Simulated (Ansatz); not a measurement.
This cell of PtS2 (CdI2 type) is off equilibrium:

```
CELL_PARAMETERS angstrom
      3.55249     0.00000     0.00000
     -1.77625     3.07655     0.00000
      0.00000     0.00000     5.12751
ATOMIC_POSITIONS crystal
  Pt 0.00000 0.00000 0.00000
  S  0.17119 0.66667 0.23909
  S  0.66667 0.33333 0.76091
```

Computed with r2SCAN+rVV10 (plane waves to 500 eV, PAW, scalar-relativistic; Ansatz, a program for electronic structure). k mesh 9×9×5 (Γ-centred), Fermi-Dirac smearing 0.05 eV. Energies are smeared free energies. Compression counts positive. As the smearing reaches across the gap at some points, energies and forces of such displacements shift with the k mesh and the smearing. PtS2 is run without spin polarisation. PtS2 was relaxed with its symmetry unable to fall. Spin-orbit coupling is left out, though Pt is heavy. The PAW data are Ansatz's earlier set.

Task: Predict the force on every atom, in eV/Å.

Result: 
| atom | Fx | Fy | Fz |
|---|---|---|---|
| Pt1 | -5.501 | 2.869 | -3.518 |
| S2 | 5.991 | -3.144 | 4.030 |
| S3 | -0.490 | 0.275 | -0.512 |

Task: Give the stress tensor in GPa and the pressure.

Result: 
```
   15.8    -12.2     21.3
  -12.2     10.2    -11.8
   21.3    -11.8     14.9
```
The pressure, a third of the trace, is 13.6 GPa.

Task: In it atom 2 sits (-0.576, 0.000, 0.000) Å away from its relaxed site. What is its energy relative to the relaxed cell?

Result: 1683 meV/cell.

(A displaced cell: forces are minus the slopes of the energy, force constants its curvatures, and phonons follow from these.)
